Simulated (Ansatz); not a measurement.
SrO (started from an entry of an open crystallographic database), relaxed with r2SCAN: 4 runs in the plane-wave code Ansatz, each a construction of maximally localised Wannier functions. The symmetry is Fm-3m (No. 225, cubic); conventional cell a = 5.160 Å, 17.17 Å³ an atom. Sr has 6 O at 2.58 Å; O has 6 Sr at 2.58 Å. Calculated for a static, non-magnetic cell.

```
CELL_PARAMETERS angstrom
0.00000 2.57989 2.57989
2.57989 0.00000 2.57989
2.57989 2.57989 0.00000
ATOMIC_POSITIONS crystal
Sr 0.50000 0.50000 0.50000
O 0.00000 0.00000 0.00000
```

Windows count from the top of the filled bands; a dash means that no such window was set (without an outer window there is no disentanglement).

```json
{"functional": "PBE", "SCF mesh": "6×6×6", "trial orbitals": "O p", "functions": "3", "mesh": "6×6×6", "window (eV)": "–", "frozen (eV)": "–", "Ω total (Å²)": "4.00", "Ω invariant (Å²)": "3.99", "largest spread (Å²)": "1.33", "least projectability": "0.88", "interpolation miss of the model's filled bands (eV, to the nearest computed level)": "0.012"}
{"functional": "r2SCAN", "SCF mesh": "6×6×6", "trial orbitals": "O s, O p", "functions": "4", "mesh": "6×6×6", "window (eV)": "–", "frozen (eV)": "–", "Ω total (Å²)": "6.24", "Ω invariant (Å²)": "5.99", "largest spread (Å²)": "1.56", "least projectability": "0.51", "interpolation miss of the model's filled bands (eV, to the nearest computed level)": "0.031"}
{"functional": "r2SCAN", "SCF mesh": "6×6×6", "trial orbitals": "O p", "functions": "3", "mesh": "6×6×6", "window (eV)": "–", "frozen (eV)": "–", "Ω total (Å²)": "3.85", "Ω invariant (Å²)": "3.84", "largest spread (Å²)": "1.28", "least projectability": "0.89", "interpolation miss of the model's filled bands (eV, to the nearest computed level)": "0.009"}
{"functional": "HSE06", "SCF mesh": "6×6×6", "trial orbitals": "O s, O p", "functions": "4", "mesh": "6×6×6", "window (eV)": "–", "frozen (eV)": "–", "Ω total (Å²)": "5.96", "Ω invariant (Å²)": "5.72", "largest spread (Å²)": "1.49", "least projectability": "0.54", "interpolation miss of the model's filled bands (eV, to the nearest computed level)": "–"}
```

A dash in the last column means that the miss wasn't evaluated.

Spin-orbit coupling is left out.
